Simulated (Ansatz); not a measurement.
MgS (rock salt), relaxed with PBEsol (Ansatz, a program for electronic structure, plane waves, PAW): a = 5.182 Å, b = 5.182 Å, c = 5.182 Å, α = 90.00°, β = 90.00°, γ = 90.00°.

| Item | Result |
|---|---|
| gap (eV) | 2.73 |
| ΔH_f (eV/atom) | -1.49 |
| B₀ by P(V) fit (GPa) | 78.1 |
| K_Hill (GPa) | 78.1 |
| G_Hill (GPa) | 54.8 |
| ε∞ | 5.53 |
| ε0 | 14.8 |
| highest Γ mode, no LO–TO term (cm⁻¹) | 243 |
| electron conductivity mass (mₑ) | 0.34 |
| Θ_D (K) | 574 |

Problem. The same phase is relaxed and computed with PBE in the same code. What are the cell and these values now?

Solution. a = 5.230 Å, b = 5.230 Å, c = 5.230 Å, α = 90.00°, β = 90.00°, γ = 90.00°.

* **gap (eV)**: 2.76
* **ΔH_f (eV/atom)**: -1.44
* **B₀ by P(V) fit (GPa)**: 73.9
* **K_Hill (GPa)**: 74.0
* **G_Hill (GPa)**: 51.7
* **ε∞**: 5.41
* **ε0**: 16.4
* **highest Γ mode, no LO–TO term (cm⁻¹)**: 224
* **electron conductivity mass (mₑ)**: 0.34
* **Θ_D (K)**: 560

All cells were relaxed under the symmetry of their starts (and spin orders); stability against distortions was not tested throughout.

Potentials: the later of the program's two PAW sets.

Ansatz is a plane-wave DFT program.

Formation energies count from the lowest solids of the elements computed at the same level, not from gases.
